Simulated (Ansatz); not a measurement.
Level: r2SCAN, no spin polarisation; 500 eV; 7×7×7 Γ-centred mesh; fermi-dirac occupations (width 0.1 eV); Ansatz 0.2.0, fixed geometry.

Computed maps in the lattice plane spanned by a (left to right, 6.44 Å, 20 points from zero) and b (bottom to top, 6.44 Å, 20 points from zero), 117° apart, at height 0.500 along c. The fields are smooth PAW ones with compensation charges, not the true ones near nuclei.

Valence density. Digits on a logarithmic scale: 0 up to 0.03 e/Å³, each further digit a factor of 1.6, 9 from 1.3 e/Å³ up:
```
22223455554332111223
43345787654311123444
55568999754211245666
66689999853112467887
76799999742124688888
76899998532135786588
66799986421246885787
55678765321246888876
45566665322346788765
44567765422245677654
45678876432235666655
56788886421235678765
67875886421246899976
78856875312358999986
78888864212479999976
67887642113589999866
56665421124579998655
44443211134567875433
23221112334555543222
22112234444444322112
```

ELF. Ten even steps from '0' (0.00) to '9' (0.88):
```
10013443321000000111
42134444332000014676
74344212432000268998
85431001443002799999
85320002441016998579
74310014430048980059
64321234310169950188
33333343100179975886
12344554200168999863
11367887410147887631
13689998610024554432
36885799710013433333
68810599610134321234
79500898400344100134
89758996101442000235
89999972003441001345
78998620002342124434
46764100002334444312
11110000001233443100
00000132211122310000
```

Q: The cell is SbS. Which atoms lie within 0.2 Å of this plane, and where (fractions of a and b)?

A: Sb at (0.75, 0.25), Sb at (0.25, 0.75), S at (0.18, 0.32), S at (0.82, 0.68). The whole cell:
```
Sb S
1.0
    -3.87986    3.87986    3.37238
     3.87986   -3.87986    3.37238
     3.87986    3.87986   -3.37238
Sb S
4 4
Cartesian
  0.0000 0.0000 1.6862
  0.0000 0.0000 5.0586
  0.0000 3.8799 1.6862
  3.8799 0.0000 1.6862
  1.3843 5.2642 0.0000
  2.4955 1.3843 0.0000
  2.4955 -1.3843 3.3724
  1.3843 2.4955 3.3724
```

Origin: a known structure type with other elements, at an estimated volume, so it need not be a known compound. Caveats: many states at the Fermi level without spin polarisation, so a magnetic state may lie lower.
